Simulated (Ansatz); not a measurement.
The start is a generated cell, SnF3 placed in the AFLOW prototype AB3_hR8_148_c_f (D0_5, as in BiI3). The structure is fully relaxed (lattice and positions, P = 0) with r2SCAN (plane waves to 500 eV, PAW, scalar-relativistic; Ansatz, a program for electronic structure). First-step values are on the input's coarse k-mesh.

Ansatz input (later rounds restart from its end on a renewed k-mesh):
Ansatz 0.2 input:
```yaml
crystal:
  lattice:
    - [2.9556038, 1.7064186, 5.4363534]
    - [-2.9556038, 1.7064186, 5.4363534]
    - [0, -3.4128373, 5.4363534]
  atoms:
    - { symbol: Sn, position: [0.33333, 0.33333, 0.33333] }
    - { symbol: Sn, position: [0.66667, 0.66667, 0.66667] }
    - { symbol: F, position: [0.088, 0.755, 0.421] }
    - { symbol: F, position: [0.421, 0.088, 0.755] }
    - { symbol: F, position: [0.755, 0.421, 0.088] }
    - { symbol: F, position: [0.912, 0.245, 0.579] }
    - { symbol: F, position: [0.579, 0.912, 0.245] }
    - { symbol: F, position: [0.245, 0.579, 0.912] }
basis: { ecutwfc: 500, ecutrho_ratio: 4, xc_grid: 4, fft_grid_basis: typed }
kpoints: { mp_grid: { grid: [5, 5, 5] } }
hamiltonian:
  xc: r2scan
  dispersion: none
  pseudopotentials: { kind: paw }
scf: { occupations: { method: fermi_dirac, width: 0.05 } }
relax: { f_tol: 0.01, max_steps: 100, cell: { stress_tol: 0.02 } }
output: { forces: true, stress: true }
```

Problem. How does the volume per atom move from start to end?

Solution. -16.5 %, from 20.56 to 17.17 Å³/atom.

Problem. How do the shortest distances between atoms change?

Solution. The closest pairs of elements (up to four, under 3.6 Å), start → end: F–Sn 2.44 → 2.11 Å; F–F 3.23 → 2.50 Å; Sn–Sn 3.41 → 3.50 Å.

Problem. What band gap does the relaxed structure have at this level?

Solution. No clear gap: the sampled points leave 0.10 eV away from the symmetry points, which may be a band crossing missed between them.

Problem. What does it relax into? Give the structure.

Solution. 
```cif
data_F18Sn6
_chemical_formula_sum 'Sn6 F18'
_space_group_name_H-M_alt 'R-3 :H'
_space_group_IT_number 148
_space_group_name_Hall '-R 3'
_cell_length_a 5.98103
_cell_length_b 5.98103
_cell_length_c 13.30430
_cell_angle_alpha 90.000
_cell_angle_beta 90.000
_cell_angle_gamma 120.000
loop_
_atom_site_label
_atom_site_type_symbol
_atom_site_symmetry_multiplicity
_atom_site_Wyckoff_symbol
_atom_site_fract_x
_atom_site_fract_y
_atom_site_fract_z
_atom_site_occupancy
Sn1 Sn 6 c 0.00000 0.00000 0.31255 1
F1 F 18 f 0.06015 0.37225 0.26006 1
```
(The calculation used a cell of 8 atoms; values per cell refer to that cell.)

The space group stays R-3 (No. 148) (the run could not lower it), with 8 atoms in the primitive cell. Final values are on a 7×7×7 k-mesh of the relaxed cell. No spin polarisation in the result.

The run could not lose the symmetry of its start: the end is stationary, and may be a saddle point rather than a minimum.

The relaxed structure here is a generated cell of SnF3: the first start was made by placing the elements on the sites of a structure type, and the end was not matched to a known phase here, so it may be hypothetical.
